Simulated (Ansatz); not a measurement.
**A film clamped to a substrate in Ti**

Theory: Ansatz 0.2.0, DFT PBEsol, scalar-relativistic, plane waves, PAW. The runs took a 420 eV cutoff, a Γ-centred 20×20×20 mesh and Gaussian smearing (0.15 eV). No spin polarisation. Energies are free energies at this smearing, counted from the undisturbed cell; pressure is positive in compression.

Reference structure (as given, not relaxed at this level; it stands at -0.3 GPa; this fcc form isn't the usual structure):

```
CELL_PARAMETERS angstrom
0.00000 2.03000 2.03000
2.03000 0.00000 2.03000
2.03000 2.03000 0.00000
ATOMIC_POSITIONS crystal
Ti 0.00000 0.00000 0.00000
```

The cell (1 atom, V0 = 16.73 Å³) is strained by p along both x and y and by q along z, fractional coordinates fixed. τp = (1/V0) ∂E/∂p = (σxx + σyy)(1 + p)(1 + q) and τq = (1/V0) ∂E/∂q = σzz(1 + p)², with tension positive.

| p | q | ΔE (meV/atom) | τp (GPa) | τq (GPa) |
| --- | --- | --- | --- | --- |
| 0.000 | 0.000 | 0.00 | 0.57 | 0.28 |
| -0.025 | 0.000 | 14.84 | -12.22 | -5.09 |
| 0.025 | 0.000 | 16.39 | 11.71 | 5.11 |
| 0.000 | -0.025 | 3.88 | -4.70 | -3.30 |
| 0.000 | 0.025 | 5.09 | 5.50 | 3.55 |

Problem. Get the second derivatives of the energy density.

Solution. Central differences give A = ∂τp/∂p = 479 GPa (C11 + C22 + 2 C12), C = ∂τq/∂q = 137 GPa (C33) and the cross term B = ∂τq/∂p = 204 GPa (C13 + C23); ∂τp/∂q = 204 GPa must equal B, and any difference shows higher-order terms. The ions are clamped. In a cubic crystal C11 = C = 137, C12 = B/2 = 102 GPa and A should be 2(C11 + C12) = 478 GPa; the bulk modulus is (C11 + 2 C12)/3 = 114 GPa.

Problem. A film of this crystal grows with z along the normal on a substrate that imposes p. How does its thickness respond, and what does the misfit cost?

Solution. Count p and q from the stress-free cell. A free surface needs τq = 0, so q = −(B/C) p = -1.49 p. The energy density left is (A − B²/C) p²/2 = M p², with the biaxial modulus M = 87 GPa; a misfit of 1 % costs 0.91 meV/atom, against 2.50 meV/atom if the thickness were held.

In a metal these slopes depend on the k mesh and the smearing.